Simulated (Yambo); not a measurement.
```xyz
4
Lattice="3.3060 -3.4949 0.0000 3.3060 3.4949 0.0000 0.0000 0.0000 4.3664" Properties=species:S:1:pos:R:3 pbc="T T T"
Cu     3.3060     0.6087     3.2748
Cu     3.3060    -0.6087     1.0916
I      3.3060    -2.0013     3.2748
I      3.3060     2.0013     1.0916
```

CuI (space group Cmcm, No. 63): mean Im ε in 1 eV windows above the direct gap of 1.36 eV, for different electron-hole kernels (Yambo, broadening 0.15 eV, norm-conserving PBEsol (Quantum ESPRESSO, 92 Ry, with spin-orbit coupling) bands; 4×4×4 mesh, 24 valence and 8 conduction bands, static screening with 140 bands and a 4 Ry block, scissor 0.66 eV, Tamm-Dancoff; field along x).

```json
[
 {"window (eV)": "1.4 to 2.4", "independent quasiparticles": "0.3", "RPA (no attraction)": "0.3", "BSE": "0.4"},
 {"window (eV)": "2.4 to 3.4", "independent quasiparticles": "1.0", "RPA (no attraction)": "0.9", "BSE": "2.7"},
 {"window (eV)": "3.4 to 4.4", "independent quasiparticles": "4.9", "RPA (no attraction)": "4.7", "BSE": "7.7"},
 {"window (eV)": "4.4 to 5.4", "independent quasiparticles": "7.0", "RPA (no attraction)": "6.4", "BSE": "6.4"}
]
```

This run doesn't resolve bound excitons or single peaks, so only averages are given, and they too depend on the mesh; weight that the attraction moves below the gap isn't listed. All transitions below 5.46 eV are in the band window. The scissor comes from a G0W0 run whose convergence isn't established.

The filled Cu 3d shell has no Hubbard U; semilocal functionals place it too high.

Geometry relaxed with PBE+D3(BJ).

This is not the ordinary phase of the substance; no match was found in the copy of COD used, and its stability was not checked.
